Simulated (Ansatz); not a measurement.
Cu2SiSe3:
```xyz
12
Lattice="3.3380 5.8640 0.0000 -3.3380 5.8640 0.0000 -2.1184 0.0000 6.3367" Properties=species:S:1:pos:R:3 pbc="T T T"
Si    -0.9140    10.7325     3.3206
Si     0.1452     0.9956     0.1523
Cu    -0.9847     2.8758     3.1847
Cu     0.0745     8.8522     0.0164
Cu    -1.0397     6.8804     3.1761
Cu     0.0196     4.8477     0.0077
Se    -1.0214     6.8581     0.7784
Se    -2.0806     4.8699     3.9468
Se    -2.0564     8.8919     3.9692
Se    -0.9972     2.8362     0.8008
Se     2.3025     4.9417     0.9153
Se     1.2433     6.7864     4.0836
```

Relaxed with r²SCAN. Special points in fractions of this cell's reciprocal vectors: Γ (0.000, 0.000, 0.000); Y (0.500, 0.500, 0.000); M (0.500, 0.500, 0.500); A (0.000, 0.000, 0.500); L2 (0.000, 0.500, 0.500); V2 (0.000, 0.500, 0.000).

Question: List the band energies nearest the valence-band maximum at these points for r²SCAN in the plane-wave PAW code Ansatz.

Answer: In eV from the valence-band maximum; about four levels below and three above (degenerate sets whole), none deeper than 8.9 eV; points with the same levels are listed once.

```csv
k,below,above
Γ,-0.76 -0.16 -0.11 0.00,0.68 1.52 2.15
Y,-1.18 -0.65 -0.31 -0.10,1.02 1.60 2.20
M,-1.08 -1.08 -0.88 -0.88,1.87 1.87 2.75 2.75
A,-0.51 -0.51 -0.44 -0.44,1.58 1.58 2.31 2.31
L2,-0.95 -0.90 -0.67 -0.47,1.19 1.54 2.09
V2,-1.03 -0.95 -0.76 -0.27,1.56 2.27 2.70
```

Space group Cc. The workflow started from a Materials Project entry (that database holds measured and hypothetical structures alike); the Crystallography Open Database copy checked does not list it. With Si and Cu taken as one species the cell has the higher symmetry F-43m, so it may be an ordered model of a mixed-site phase. Whether it is the stable phase at ambient conditions was not checked. The r²SCAN relaxation kept the symmetry of its start; whether a distortion lowers the energy is not shown. No spin polarisation was allowed. Spin–orbit coupling is left out wherever it is not named.

Potentials: the later of the program's two PAW sets.
